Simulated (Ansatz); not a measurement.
ReOs under strain

Computed with DFT r2SCAN, scalar-relativistic, plane waves, PAW (Ansatz). (500 eV cutoff, 18×18×10 k-mesh, Gaussian smearing of 0.10 eV, no spin polarisation)

Reference structure (relaxed):

```xyz
2
Lattice="2.7532 0.0000 0.0000 -1.3766 2.3844 0.0000 0.0000 0.0000 4.3643" Properties=species:S:1:pos:R:3 pbc="T T T"
Re    1.3766    0.7948    2.1821
Os    0.0000    0.0000    0.0000
```

Deformation: c alone is stretched, the rest of the cell is held and the atoms relax, all within the symmetry that the strain leaves. Energies are extrapolated to zero smearing.

Spin–orbit coupling is left out, which can shift energies with elements as heavy as these.

Task: Give the structure at -2.0 %.

Result:
```xyz
2
Lattice="2.7532 0.0000 0.0000 -1.3766 2.3844 0.0000 0.0000 0.0000 4.2770" Properties=species:S:1:pos:R:3 pbc="T T T"
Re    1.3766    0.7948    2.1385
Os    0.0000    0.0000    0.0000
```
Space group P-6m2 (187), 14.8 meV/atom over the relaxed crystal.